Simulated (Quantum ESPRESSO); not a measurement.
# Report: field gradients of SiO₂ (P4₁2₁2) under strain

```yaml
crystal:
  lattice:
    - [4.99265, 0.00000, 0.00000]
    - [0.00000, 4.99265, 0.00000]
    - [0.00000, 0.00000, 6.93393]
  atoms:
    - { symbol: Si, position: [0.69866, 0.69866, 0.50000] }
    - { symbol: Si, position: [0.80134, 0.19866, 0.75000] }
    - { symbol: Si, position: [0.30134, 0.30134, 0.00000] }
    - { symbol: Si, position: [0.19866, 0.80134, 0.25000] }
    - { symbol: O, position: [0.89357, 0.76139, 0.32011] }
    - { symbol: O, position: [0.73861, 0.39357, 0.57011] }
    - { symbol: O, position: [0.10643, 0.23861, 0.82011] }
    - { symbol: O, position: [0.26139, 0.60643, 0.07011] }
    - { symbol: O, position: [0.39357, 0.73861, 0.42989] }
    - { symbol: O, position: [0.23861, 0.10643, 0.17989] }
    - { symbol: O, position: [0.60643, 0.26139, 0.92989] }
    - { symbol: O, position: [0.76139, 0.89357, 0.67989] }
```
Geometry: a computed entry of the Materials Project; it was not checked against measured cells. It is SiO2 in P4₁2₁2. Stability against distortions was not tested. Forces on the atoms reach 0.14 eV/Å at this level.

Method: field gradients by a PBE PAW density (pw.x of a modified build of Quantum ESPRESSO, JTH datasets) with the all-electron reconstruction of Petrilli and co-workers, 22.5 Ha, k-mesh 5×5×4 through Γ. Relaxations, where named, use PBE in pw.x of Quantum ESPRESSO. Values are those of each site's first atom; slopes are least-squares lines through the rows.

**Isotropic strain.** The last row in full: isotropic strain, all lattice vectors scaled by 1.02, fractional positions kept. Sites: O is atom 5.

| strain (%) | Vzz O (a.u.) |
|---|---|
| -2 | 0.822 |
| 0 | 0.933 |
| +2 | 1.040 |
| slope per % | 0.0545 |

Vzz O (a.u.) answers most, by 0.0545 per %. Largest miss of the straight line: Vzz O 0.0014.

**Volume-keeping strain along the main axis.** The last row in full: strained by +2 % along the unique axis and by -1 % across it, atoms relaxed. Sites: O is atom 5.

| strain (%) | Vzz O (a.u.) |
|---|---|
| -2 | 0.950 |
| 0 | 0.945 |
| +2 | 0.942 |
| slope per % | -0.0021 |

Vzz O (a.u.) answers most, by -0.0021 per %. Largest miss of the straight line: Vzz O 0.0009.

**Summary.** Under isotropic strain, the largest response is that of Vzz O (a.u.) (0.0545 per %). Under volume-keeping strain along the main axis, the largest response is that of Vzz O (a.u.) (-0.0021 per %). Cores are frozen. Against all-electron runs on small test molecules, this scheme's |Vzz| missed by −6 % on Si, −2 to +6 % on O.

As single numbers, gradients under 0.02 a.u. lie near what cutoff and mesh leave (some 0.003 a.u. in our sweeps); these rows share cutoff and mesh counts, so their differences are steadier.
